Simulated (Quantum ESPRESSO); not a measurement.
# Planted mistakes on one cell of Ga7ZnP5SAs2

These are calculations, not measurements. They come from pw.x of Quantum ESPRESSO 7.5, a plane-wave density functional program, with PseudoDojo standard norm-conserving files (v0.5 for PBE, v0.4.1 for LDA and PBEsol). The cells are made up: elements, strain and atom displacements were drawn at random, and nothing was relaxed. There is no spin polarisation, spin-orbit coupling or dispersion term.

The cell has 16 sites of a zincblende or diamond lattice (two cubes along c). Sites 1 to 8 hold Ga Ga Ga Ga Ga Ga Ga Zn; sites 9 to 16 hold P S P As P As P P. Cell vectors in Å: (5.648, -0.029, -0.036); (-0.029, 5.630, 0.055); (-0.073, 0.110, 11.135). Settings: PBE, cutoff 1143 eV, 4 x 4 x 2 k mesh shifted by half a step, Fermi-Dirac smearing of 0.025 eV.

The intended run has a self-consistency threshold of 1e-07 eV, a smearing term of 0.000 eV, a pressure of -1.50 GPa and 13 iterations. Each further run changes one thing: all lengths scaled by 0.9900; atoms of sites 6 and 8 exchanged; k mesh 2 x 2 x 2; one electron removed; smearing 0.31 eV; threshold 0.2 eV. A coarse mesh keeps the shift, and a charged cell sits in a uniform background.

| run | change of free energy (eV) | smearing term -TS (eV) | change of P (GPa) | largest change of a force component (eV/Å) | iterations |
| --- | --- | --- | --- | --- | --- |
| A | -0.094 | -0.399 | 0.18 | 0.092 | 12 |
| B | 0.372 | 0.000 | 0.14 | 0.466 | 13 |
| C | -6.972 | -0.010 | -5.59 | 0.414 | 13 |
| D | 0.100 | 0.000 | -0.57 | 2.490 | 4 |
| E | -0.033 | 0.000 | 2.03 | 0.072 | 13 |
| F | 0.237 | 0.000 | 0.08 | 0.018 | 13 |

A rerun of the intended cell at 1437 eV and k mesh 6 x 6 x 4 moved values by no more than 0.021 eV in the cell's energy, 0.02 GPa in stress and 0.004 eV/Å in force.

Question: which change belongs to which run?

## Worked reading

Run D has the fewest iterations, as a run stopped early does. Run A has the largest smearing term, as wide smearing gives. Run E changes the volume by a factor of 0.9703; minus its pressure change over the logarithm of that factor, 67 GPa, is a rough bulk modulus with clamped atoms. Energies from files of another functional, or of a charged cell, have another zero and say nothing on stability; the pressure of a charged cell rests on the program's zero of potential too.

## Key

```
run                            change
  A                  smearing 0.31 eV
  B  atoms of sites 6 and 8 exchanged
  C              one electron removed
  D                  threshold 0.2 eV
  E      all lengths scaled by 0.9900
  F                  k mesh 2 x 2 x 2
```